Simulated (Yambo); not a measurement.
Absorption of a free-standing CdClOH monolayer (symmetry P3m1, slab cell 16.5 Å high) with and without the electron-hole interaction (Yambo, PBEsol bands; 12×12×1 mesh, 10 valence and 6 conduction bands, static screening with 108 bands and a 3 Ry block, scissor 2.74 eV, Tamm-Dancoff, stochastic integration of W near q = 0; field along x).

| E (eV) | Im α, BSE (Å) | Im α, independent quasiparticles (Å) |
|---|---|---|
| 2.66 | 0.03 | 0.01 |
| 2.76 | 0.03 | 0.01 |
| 2.86 | 0.04 | 0.01 |
| 2.96 | 0.04 | 0.01 |
| 3.06 | 0.05 | 0.01 |
| 3.16 | 0.05 | 0.01 |
| 3.26 | 0.06 | 0.01 |
| 3.37 | 0.08 | 0.01 |
| 3.47 | 0.10 | 0.01 |
| 3.57 | 0.13 | 0.01 |
| 3.67 | 0.20 | 0.01 |
| 3.77 | 0.24 | 0.01 |
| 3.87 | 0.31 | 0.01 |
| 3.97 | 0.52 | 0.01 |
| 4.07 | 1.10 | 0.01 |
| 4.17 | 2.70 | 0.01 |
| 4.27 | 2.51 | 0.01 |
| 4.37 | 1.25 | 0.01 |
| 4.47 | 1.22 | 0.01 |
| 4.57 | 2.16 | 0.02 |
| 4.67 | 1.65 | 0.02 |
| 4.77 | 0.92 | 0.02 |
| 4.87 | 0.62 | 0.02 |
| 4.97 | 0.41 | 0.02 |
| 5.07 | 0.32 | 0.03 |
| 5.17 | 0.33 | 0.03 |
| 5.27 | 0.40 | 0.05 |
| 5.37 | 0.65 | 0.07 |
| 5.47 | 0.95 | 0.09 |
| 5.57 | 1.19 | 0.09 |
| 5.68 | 1.30 | 0.09 |
| 5.78 | 1.12 | 0.11 |
| 5.88 | 0.74 | 0.16 |
| 5.98 | 0.63 | 0.21 |
| 6.08 | 0.69 | 0.22 |
| 6.18 | 1.06 | 0.33 |
| 6.28 | 1.43 | 0.46 |
| 6.38 | 1.43 | 0.53 |
| 6.48 | 1.58 | 0.86 |
| 6.58 | 1.94 | 1.08 |
| 6.68 | 2.24 | 0.78 |
| 6.78 | 2.30 | 0.48 |
| 6.88 | 1.91 | 0.56 |
| 6.98 | 1.60 | 0.89 |
| 7.08 | 1.43 | 0.99 |
| 7.18 | 1.45 | 0.87 |
| 7.28 | 2.38 | 0.65 |
| 7.38 | 2.33 | 0.56 |
| 7.48 | 1.44 | 0.55 |
| 7.58 | 1.16 | 0.55 |
| 7.68 | 0.97 | 0.70 |
| 7.78 | 1.00 | 0.90 |
| 7.89 | 0.93 | 0.86 |
| 7.99 | 0.94 | 0.69 |
| 8.09 | 1.10 | 0.57 |
| 8.19 | 0.93 | 0.63 |
| 8.29 | 0.80 | 0.74 |
| 8.39 | 0.78 | 0.93 |
| 8.49 | 0.88 | 1.17 |
| 8.59 | 0.86 | 1.32 |
| 8.69 | 0.74 | 1.37 |
| 8.79 | 0.79 | 1.54 |
| 8.89 | 0.86 | 1.61 |
| 8.99 | 0.84 | 1.40 |
| 9.09 | 0.55 | 1.68 |
| 9.19 | 0.37 | 1.91 |
| 9.29 | 0.28 | 1.78 |
| 9.39 | 0.25 | 1.62 |
| 9.49 | 0.26 | 1.63 |
| 9.59 | 0.26 | 1.80 |

The scissor comes from a G0W0 run whose convergence isn't established. Broadening 0.1 eV. The band window holds all transitions up to 10.2 eV. Fine structure above the onset can come from the mesh.

Spin-orbit coupling is included.

Geometry relaxed with PBEsol; primitive cell a = b = 3.646 Å, c = 16.500 Å, α = β = 90.00°, γ = 120.00°.

This is a model layer cut from the bulk structure; whether it is stable on its own was not checked.
